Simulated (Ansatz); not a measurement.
**Ta (hcp): energy against volume**

Method: DFT, LDA (PW92), plane waves (420 eV) with PAW, scalar-relativistic (Ansatz). (PAW data from PBE, frozen cores regenerated.)

The cell is scaled uniformly from the relaxed one, with fractional coordinates and shape fixed. Energies are extrapolated to zero smearing, pressures are those at the given smearing. Magnetic state: spin not included.

A Birch-Murnaghan fit gives V₀ = 17.68 Å³/atom, B₀ = 209 GPa, B₀′ = 3.7.

(1) What are the energy above the minimum and the pressure at 15.551 Å³/atom?

(2) What are the energy above the minimum and the pressure at 16.258 Å³/atom?

(3) What are the energy above the minimum and the pressure at 19.792 Å³/atom?

Results:

(1) 204.6 meV/atom and 34.23 GPa as computed.

(2) 85.4 meV/atom and 20.70 GPa as computed.

(3) 138.0 meV/atom and -18.94 GPa as computed.
